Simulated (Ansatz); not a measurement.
MoIr (rock salt, Fm-3m) under volume change, PBEsol (plane waves, PAW; program Ansatz), scaled uniformly.

| V (Å³/atom) | E − E(relaxed) (meV/atom) | P (GPa) |
|---|---|---|
| 15.253 | ? | ? |
| 15.756 | 52.0 | 17.52 |
| 16.259 | 12.3 | 8.04 |
| 16.761 | 0.0 | 0.00 |
| 17.264 | 11.0 | -6.82 |
| 17.767 | 41.7 | -12.61 |
| 18.270 | ? | ? |

Problem. Some entries are withheld; supply them.

Solution. 
- 15.253, E − E(relaxed) (meV/atom): 124.0
- 15.253, P (GPa): 28.68
- 18.270, E − E(relaxed) (meV/atom): 89.2
- 18.270, P (GPa): -17.49

Problem. What does a third-order Birch–Murnaghan fit give for V₀, B₀ and B′?

Solution. V₀ = 16.76 Å³/atom, B₀ = 246 GPa, B′ = 4.5.

The start of the workflow was typed in or built on a structure type; neither database checked (COD, Materials Project) lists it. COD files the formula under space group No. 51. Its standing as an ambient phase is unchecked. Symmetry was held in the PBEsol relaxation. At this level the phase is mechanically unstable. No spin polarisation was allowed. Its formation energy is positive at this level, so the cell may be metastable or incomplete. Spin–orbit coupling is left out wherever it is not named.

Potentials: the earlier of the program's two PAW sets. The files were generated under PBE; for other functionals the program regenerates the frozen cores, and for LDA and PBEsol the local potential too.
